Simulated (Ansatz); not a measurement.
Method: DFT r2SCAN, scalar-relativistic, plane waves, PAW in Ansatz 0.2.0.

Structure of Ti₂CuSb₃:

```
Ti Cu Sb
1.0
     3.79036    0.00000    0.00000
     0.00000    3.79036    0.00000
     0.00000    0.00000    8.25102
Ti Cu Sb
2 1 3
Direct
  0.00000 0.50000 0.73676
  0.50000 0.00000 0.26324
  0.00000 0.00000 0.00000
  0.00000 0.50000 0.37397
  0.50000 0.00000 0.62603
  0.50000 0.50000 0.00000
```

Settings: cutoff 500 eV, Γ-centred mesh 10×10×4 on the computed 6-atom cell, Gaussian smearing of 0.10 eV; no spin polarisation.

Levels along Γ–X–M–Γ–Z–R–A–Z | X–R | M–A, in eV from the Fermi level, sorted by energy at each point. Points in fractions of the primitive reciprocal vectors: Γ (0.000 0.000 0.000), X (0.000 0.500 0.000), M (0.500 0.500 0.000), Z (0.000 0.000 0.500), R (0.000 0.500 0.500), A (0.500 0.500 0.500).
```tsv
point	k (1/Å, with 2π)	band 42	band 43	band 44	band 45	band 46	band 47	band 48
Γ	0.000	-0.99	-0.66	0.63	0.63	0.96	0.96	0.97
-	0.118	-0.72	-0.47	0.46	0.58	0.97	0.99	1.05
-	0.237	-0.94	-0.10	0.10	0.51	0.98	1.05	1.25
-	0.355	-0.66	-0.27	0.04	0.55	0.99	1.11	1.51
-	0.474	-0.62	-0.32	-0.02	0.61	0.99	1.24	1.46
-	0.592	-0.90	-0.21	0.01	0.59	0.96	1.43	1.54
-	0.710	-1.02	-0.51	0.26	0.54	0.90	1.60	1.64
X	0.829	-0.89	-0.83	0.37	0.51	0.86	1.65	1.70
-	0.947	-0.91	-0.81	0.26	0.45	0.79	1.66	1.72
-	1.066	-0.99	-0.88	-0.12	0.29	0.57	1.69	1.76
-	1.184	-1.11	-1.08	-0.68	-0.04	0.31	1.73	1.80
-	1.302	-1.32	-1.28	-1.08	-0.64	0.18	1.78	1.84
-	1.421	-1.56	-1.53	-1.29	-1.25	0.10	1.83	1.87
-	1.539	-2.01	-1.76	-1.66	-1.34	0.06	1.87	1.89
M	1.658	-2.09	-1.84	-1.84	-1.38	0.05	1.89	1.89
-	1.825	-1.79	-1.59	-1.54	-1.31	0.08	1.81	1.94
-	1.993	-1.55	-1.13	-1.09	-0.45	0.19	1.62	1.94
-	2.160	-1.52	-0.91	-0.58	0.39	0.52	1.42	1.83
-	2.328	-1.40	-0.75	-0.05	0.62	0.91	1.13	1.66
-	2.495	-0.71	-0.69	0.37	0.58	0.82	1.02	1.44
-	2.662	-0.69	-0.16	0.20	0.58	0.94	0.99	1.15
Γ	2.830	-0.99	-0.66	0.63	0.63	0.96	0.96	0.97
-	2.884	-0.99	-0.66	0.64	0.64	0.95	0.96	0.97
-	2.939	-0.98	-0.66	0.68	0.68	0.94	0.96	0.98
-	2.993	-0.96	-0.65	0.72	0.72	0.91	0.95	0.98
-	3.047	-0.93	-0.62	0.78	0.78	0.82	0.95	0.99
-	3.102	-0.89	-0.55	0.67	0.84	0.84	0.94	0.99
-	3.156	-0.87	-0.46	0.51	0.88	0.88	0.94	0.99
Z	3.211	-0.86	-0.40	0.43	0.90	0.90	0.94	0.99
-	3.329	-0.67	-0.33	0.49	0.56	0.89	0.96	1.36
-	3.447	-0.69	-0.25	0.11	0.66	0.89	0.90	1.56
-	3.566	-0.76	-0.17	-0.14	0.61	0.87	0.99	1.59
-	3.684	-0.81	-0.18	-0.03	0.50	0.88	1.18	1.56
-	3.803	-1.02	-0.21	0.24	0.38	0.92	1.41	1.61
-	3.921	-1.20	-0.20	0.28	0.44	0.97	1.62	1.70
R	4.039	-1.32	-0.18	0.25	0.51	0.99	1.72	1.74
-	4.158	-1.37	-0.27	0.21	0.41	0.92	1.74	1.74
-	4.276	-1.47	-0.56	0.09	0.14	0.71	1.76	1.77
-	4.395	-1.54	-1.04	-0.23	-0.14	0.39	1.75	1.80
-	4.513	-1.58	-1.57	-0.59	-0.49	0.07	1.66	1.81
-	4.631	-1.96	-1.70	-0.93	-0.86	-0.08	1.67	1.76
-	4.750	-1.90	-1.67	-1.20	-1.16	-0.07	1.70	1.73
A	4.868	-1.80	-1.56	-1.32	-1.32	-0.04	1.71	1.71
-	5.036	-1.98	-1.59	-1.26	-0.92	-0.09	1.71	1.73
-	5.203	-1.53	-1.28	-1.12	-0.19	-0.07	1.73	1.82
-	5.371	-1.25	-0.95	-0.70	0.05	0.39	1.71	1.92
-	5.538	-0.94	-0.79	-0.11	0.10	0.65	1.61	1.88
-	5.705	-0.64	-0.44	0.05	0.39	0.79	1.37	1.74
-	5.873	-0.57	-0.24	0.27	0.59	0.91	1.04	1.46
Z	6.040	-0.86	-0.40	0.43	0.90	0.90	0.94	0.99
X	6.040	-0.89	-0.83	0.37	0.51	0.86	1.65	1.70
-	6.095	-0.92	-0.70	0.38	0.49	0.86	1.66	1.70
-	6.149	-1.01	-0.53	0.40	0.45	0.88	1.67	1.71
-	6.204	-1.16	-0.39	0.38	0.42	0.91	1.69	1.71
-	6.258	-1.30	-0.29	0.33	0.46	0.94	1.71	1.72
-	6.312	-1.31	-0.23	0.28	0.48	0.97	1.72	1.72
-	6.367	-1.32	-0.19	0.26	0.50	0.99	1.72	1.73
R	6.421	-1.32	-0.18	0.25	0.51	0.99	1.72	1.74
M	6.421	-2.09	-1.84	-1.84	-1.38	0.05	1.89	1.89
-	6.476	-2.04	-1.82	-1.82	-1.40	0.04	1.89	1.89
-	6.530	-1.94	-1.75	-1.75	-1.44	0.04	1.87	1.87
-	6.584	-1.83	-1.66	-1.66	-1.51	0.02	1.84	1.84
-	6.639	-1.73	-1.59	-1.54	-1.54	0.00	1.80	1.80
-	6.693	-1.69	-1.64	-1.43	-1.43	-0.02	1.76	1.76
-	6.747	-1.77	-1.58	-1.35	-1.35	-0.03	1.73	1.73
A	6.802	-1.80	-1.56	-1.32	-1.32	-0.04	1.71	1.71
```

Spin-orbit coupling is left out, which matters for the bands of heavy elements.

Cost: 1 run of about 7.2 core-minutes, on Arm Neoverse V1 (shared hosts).